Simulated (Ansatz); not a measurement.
Crystals of one structure type (zinc blende) and one family of elements, relaxed and computed with the program Ansatz at the r²SCAN level (PAW).

```json
[
 {"crystal": "BP", "V (Å³/atom)": "11.67", "highest Γ mode, no LO–TO term (cm⁻¹)": "818"},
 {"crystal": "BAs", "V (Å³/atom)": "13.69", "highest Γ mode, no LO–TO term (cm⁻¹)": "697"},
 {"crystal": "GaP", "V (Å³/atom)": "20.25", "highest Γ mode, no LO–TO term (cm⁻¹)": "?"},
 {"crystal": "GaAs", "V (Å³/atom)": "22.74", "highest Γ mode, no LO–TO term (cm⁻¹)": "265"},
 {"crystal": "InP", "V (Å³/atom)": "25.76", "highest Γ mode, no LO–TO term (cm⁻¹)": "296"},
 {"crystal": "InAs", "V (Å³/atom)": "28.49", "highest Γ mode, no LO–TO term (cm⁻¹)": "210"},
 {"crystal": "GaSb", "V (Å³/atom)": "28.81", "highest Γ mode, no LO–TO term (cm⁻¹)": "224"}
]
```

Q: Fit a straight line to ln ω against ln V and predict the withheld value.

A: Least squares on the 6 shown rows: ln ω = -1.49 × ln V + (10.389), with a scatter of 9 %. For GaP this gives 368. The run itself gave 360, within the scatter.

All cells were relaxed under the symmetry of their starts (and spin orders); stability against distortions was not tested throughout. Spin–orbit coupling is left out wherever it is not named.

Potentials: the later of the program's two PAW sets.
